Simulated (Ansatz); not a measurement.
Consider the following.

YIr:
```xyz
2
Lattice="3.3854 0.0000 0.0000 0.0000 3.3854 0.0000 0.0000 0.0000 3.3854" Properties=species:S:1:pos:R:3 pbc="T T T"
Ir     0.0000     0.0000     0.0000
Y      1.6927     1.6927     1.6927
```

This is the PBEsol-relaxed structure.

All from DFT-PBEsol in the program Ansatz with PAW potentials, unless another level is named. Predict the bulk modulus (Birch–Murnaghan fit).

1440 kbar.

And the elastic constants (relaxed ions, GPa)?

C11 = 147, C12 = 142, C44 = 60.0.

Space group Pm-3m (CsCl type). The workflow started from an entry of the Crystallography Open Database (COD). Whether it is the stable phase at ambient conditions was not checked. The PBEsol relaxation kept the symmetry of its start; whether a distortion lowers the energy is not shown. The run is not spin-polarised. As this level gives no gap, shear constants depend on the k-mesh and smearing (Fermi–Dirac, 0.1 eV here). Spin–orbit coupling is left out wherever it is not named.

Potentials: the later of the program's two PAW sets.
